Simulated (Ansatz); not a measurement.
How much do the gradients of Mg₂MnCr₃S₈ depend on the method?

Cell: a Materials Project structure (computed, not necessarily an observed phase), atoms as given.

```cif
data_Mg2MnCr3S8
_symmetry_space_group_name_H-M 'R-3m:H'
_symmetry_Int_Tables_number 166
_cell_length_a 7.2520
_cell_length_b 7.2520
_cell_length_c 17.7028
_cell_angle_alpha 90.000
_cell_angle_beta 90.000
_cell_angle_gamma 120.000
loop_
_atom_site_label
_atom_site_type_symbol
_atom_site_symmetry_multiplicity
_atom_site_Wyckoff_symbol
_atom_site_fract_x
_atom_site_fract_y
_atom_site_fract_z
Mg Mg 6 c 0.0000 0.0000 0.8757
Mn Mn 3 b 0.0000 0.0000 0.5000
Cr Cr 9 e 0.1667 0.3333 0.3333
S7 S 6 c 0.0000 0.0000 0.7365
S8 S 18 h 0.8495 0.6991 0.4106
```

One atom of each set is listed; the run and its k-mesh use a cell of 14 atoms with edges of 7.24, 7.24, 7.24 Å.

First run. All values are calculated (Ansatz; DFT, PBE, plane waves and PAW, scalar-relativistic, collinear spin, 420 eV cutoff, Γ-centred 6×6×6 k-points, Fermi–Dirac smearing 0.05 eV), not measured. Start moments as typed (μB): 4 on each Mn, 3 on each Cr, none on the rest.

```tsv
site	V_zz (10²¹ V/m²)	η	m (μB)
Mg	-0.083	0.00	0.02
Mn	-0.94	0.00	3.67
Cr	-1.05	0.60	2.71
S7	-0.50	0.00	-0.06
S8	-0.61	0.38	-0.04
```

Second run. The same atoms and settings, except that the functional is r2SCAN and the cutoff is 500 eV.

Q: Given the first result, estimate the second.

A: 

| site | V_zz | η | change of V_zz | m (μB) |
| --- | --- | --- | --- | --- |
| Mg | -0.070 | 0.00 | +0.01 | 0.01 |
| Mn | -1.03 | 0.00 | -0.09 | 3.86 |
| Cr | -0.99 | 0.57 | +0.06 | 2.79 |
| S7 | -0.76 | 0.00 | -0.26 | -0.07 |
| S8 | -0.88 | 0.50 | -0.27 | -0.06 |

The largest change of V_zz is on S8, from -0.61 to -0.88. The absolute magnetisation of the cell goes from 14.1 to 14.5 μB.

The program didn't check the stability of this electronic state in full, so a lower one may lie near. With no gap above 0.1 eV, as in a metal, the gradients converge slowly in k; expect changes of a tenth or more on a denser mesh. Semilocal functionals can leave a metal where correlation in the d or f shell opens a gap in the real compound, and that would change the values at and beside Cr and Mn. All moments are parallel here, as the start or the cell imposes; many such compounds order antiparallel, where fields and spin densities carried over to other atoms largely cancel. The magnetic order is the one that the run reached from its start moments, not necessarily the measured one.
For the second run: The largest force is 0.3 eV/Å, so the atoms aren't at the calculated equilibrium and relaxing them would move these values.
